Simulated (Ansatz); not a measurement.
MoP in space group P-6m2 (No. 187; Mo on 1a, P on 1d), DFT-PBEsol in the program Ansatz with PAW potentials, all energies at zero smearing, with the estimated change up to a 700 eV cutoff added, with one set of potentials and settings (totals compare only within such a set). Cell of 2 atoms (1 Mo, 1 P): -5639.067 eV.

| element | reference phase | E (eV/atom) |
|---|---|---|
| Mo | Im-3m, 1 atoms in the cell | -4897.5018 |
| P | Cmce, 4 atoms in the cell | -740.0363 |

Formation energy per atom, worked out: (-5639.067 − 1×(-4897.5018) − 1×(-740.0363))/2 = -0.764 eV/atom (-74 kJ per mol of atoms), at 0 K, without zero-point energy or fitted corrections.

The PBEsol relaxation kept the symmetry of its start. No spin polarisation was allowed. The references are the lowest solids computed at this level, not always the standard phases.

Potentials: the earlier of the program's two PAW sets. The files were generated under PBE; for other functionals the program regenerates the frozen cores, and for LDA and PBEsol the local potential too.
